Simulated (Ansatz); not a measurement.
# What settings do to one calculation: Be started on a Hf site in cubic perovskite BaHfO3, 20 atoms, charge 0

Ansatz (PAW, plane waves), atoms fixed. The base input:

```yaml
crystal:
  lattice:
    - [8.315187, 0.000000, 0.000000]
    - [0.000000, 8.315187, 0.000000]
    - [0.000000, 0.000000, 4.157594]
  atoms:
    - { symbol: Ba, position: [0.993516, 0.006040, 0.009088] }
    - { symbol: Ba, position: [0.994428, 0.503285, 0.998382] }
    - { symbol: Ba, position: [0.506889, 0.002710, 0.983826] }
    - { symbol: Ba, position: [0.507249, 0.501680, 0.998738] }
    - { symbol: Be, position: [0.253458, 0.242258, 0.485515] }
    - { symbol: Hf, position: [0.246020, 0.751478, 0.490243] }
    - { symbol: Hf, position: [0.755839, 0.246773, 0.509118] }
    - { symbol: Hf, position: [0.749997, 0.758498, 0.518382] }
    - { symbol: O, position: [0.258981, 0.249660, 0.992982] }
    - { symbol: O, position: [0.248415, 0.748760, 0.010331] }
    - { symbol: O, position: [0.754301, 0.248302, 0.998988] }
    - { symbol: O, position: [0.748705, 0.749167, 0.997590] }
    - { symbol: O, position: [0.991022, 0.239486, 0.507675] }
    - { symbol: O, position: [0.994721, 0.748903, 0.500526] }
    - { symbol: O, position: [0.504079, 0.253668, 0.490357] }
    - { symbol: O, position: [0.493087, 0.747126, 0.513032] }
    - { symbol: O, position: [0.252164, 0.001139, 0.483822] }
    - { symbol: O, position: [0.257525, 0.497097, 0.509756] }
    - { symbol: O, position: [0.748039, 0.996093, 0.501349] }
    - { symbol: O, position: [0.753931, 0.501176, 0.506816] }
  symmetry: { detect: false }
kpoints:
  mp_grid: { grid: [1, 1, 1], shift: [0.25, 0.25, 0.25] }
hamiltonian:
  xc: pbesol
scf:
  occupations: { method: fermi_dirac, width: 0.01 }
output:
  forces: true
  eigenvalues: true
  stress: true
  populations: true
```

Command:

```sh
ansatz run in.yaml --threads 2 --pin off --max-ram 20900MiB --runs-dir r --events-out ev --progress --plain
```

It converged in 22 iterations and 5.5 s of wall time on 2 threads of an EPYC 7R13 processor, on a host shared with other runs; peak host memory 0.75 GiB; largest force component 2.06 eV/Å, pressure -3.93 GPa. The cutoff was the default, 420 eV. The base isn't a converged reference: it has few k points, and its atoms are unrelaxed. Each run below changes the keys shown and caps the iterations.

```
run                                                     changed         ending  iterations  free energy less the base (meV per atom)  rms change of forces (eV/Å)  change of pressure (GPa)  wall time (s, shared host)
  1                                 ecutwfc 650 eV, max_iter 70      converged          21                                      -4.3                        0.001                      0.01                     9.2 CPU
  2                                  max_iter 6, total_charge 2  not converged           –                                         –                            –                         –                           –
  3                n_extra_bands 60, dispersion d4, max_iter 50      converged          21                                other zero                        0.006                     -1.22                     6.8 CPU
  4                                   width 0.1 eV, max_iter 60      converged           9                                     -19.9                        0.056                      0.08                     3.6 CPU
  5                               n_extra_bands 60, max_iter 80      converged          21                                       0.0                        0.000                      0.00                     5.7 CPU
  6          accuracy low, occupations tetrahedron, max_iter 60  not converged           –                                         –                            –                         –                           –
  7                                 max_iter 60, total_charge 6      converged          27                                other zero                        0.451                     23.05                     7.3 CPU
  8  occupations methfessel_paxton, max_iter 70, total_charge 6      converged          36                                other zero                        0.444                     23.00                     6.8 CPU
  9                                ecutwfc 180 eV, max_iter 100      converged          20                                    7975.1                        0.850                     10.39                     2.3 CPU
 10                                      xc r2scan, max_iter 60      converged          26                                other zero                        0.073                      2.20                      24 CPU
```

«Other zero»: another functional, charge or dispersion term moves the zero of energy, so the difference says nothing of accuracy.

Q: Which changes leave the result alone, and which of the same physical model moves the forces most?

A: The forces move by under 0.002 eV/Å in runs 1, 5. Run 9 (ecutwfc 180 eV, max_iter 100) moves them most among the runs with the same functional, charge and dispersion term, by 0.850 eV/Å.

Q: Why did some runs give no result?

A: - run 2: did not converge after 6 iterations: dr2 = 2.86e0 (threshold 1.00e-7), under the density mixer `msr1`, which `scf.mixing.algorithm: auto` chose by the deck's other keys (type `scf.mixing.algorithm: msr1` to keep it);
- run 6: did not converge after 60 iterations: dr2 = 1.23e-3 (threshold 1.00e-7), under the density mixer `msr1`, which `scf.mixing.algorithm: auto` chose by the deck's other keys (type `scf.mixing.algorithm: msr1` to keep it);
